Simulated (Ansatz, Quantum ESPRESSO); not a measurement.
Hf2Pd2Se2Br2O3: 4 runs at one level of theory

```
Hf Pd Se Br O
1.0
     3.72613    0.00000    0.00000
    -1.86306    3.22692    0.00000
     0.00000    0.00000   17.00867
Hf Pd Se Br O
2 2 2 2 3
Direct
  0.66667 0.33333 0.93385
  0.33333 0.66667 0.06615
  0.00000 0.00000 0.30298
  0.00000 0.00000 0.69702
  0.33333 0.66667 0.22649
  0.66667 0.33333 0.77351
  0.66667 0.33333 0.39862
  0.33333 0.66667 0.60138
  0.33333 0.66667 0.92689
  0.66667 0.33333 0.07311
  0.00000 0.00000 0.00000
```

The cell comes from a database or a generator and needn't be the stable form of this composition.

Alike in all runs: task single point; functional PBE; k mesh 8 × 8 × 2; occupations fermi-dirac, width 0.05 eV; no spin polarisation; no spin-orbit coupling. Pressure is positive in compression and, in plane waves, holds the error of the finite cutoff, which Ansatz's Pulay term estimates and takes out.

```json
{"program and potentials": "Ansatz, Ansatz NC", "plane-wave cutoff (eV)": "1240", "notes": "13.82 valence electrons an atom on average; Pulay term of +0.02 GPa included", "pressure (GPa)": "-0.02", "largest force (eV/Å)": "-"}
{"program and potentials": "Ansatz, JTH PAW", "plane-wave cutoff (eV)": "1380", "notes": "9.45 valence electrons an atom on average", "pressure (GPa)": "-0.63", "largest force (eV/Å)": "0.171"}
{"program and potentials": "Ansatz, SPMS NC", "plane-wave cutoff (eV)": "1034", "notes": "11.27 valence electrons an atom on average; Pulay term of +0.12 GPa included", "pressure (GPa)": "-0.27", "largest force (eV/Å)": "0.093"}
{"program and potentials": "Quantum ESPRESSO, SSSP 1.3 efficiency PBE", "plane-wave cutoff (eV)": "816", "notes": "9.45 valence electrons an atom on average", "pressure (GPa)": "-0.39", "largest force (eV/Å)": "0.066"}
```

Force on atom 1 (Hf), eV/Å:

```tsv
program and potentials	x	y	z
Ansatz, Ansatz NC	0.000	0.000	0.037
Ansatz, JTH PAW	0.000	0.000	0.171
Ansatz, SPMS NC	0.000	0.000	0.093
Quantum ESPRESSO, SSSP 1.3 efficiency PBE	0.000	0.000	0.066
```

The pressure spans -0.63 (Ansatz, JTH PAW) to -0.02 GPa (Ansatz, Ansatz NC).

The functional is the same throughout but for its coding, so the spread measures potentials, basis and numerics; runs on potential files found faulty are left out.
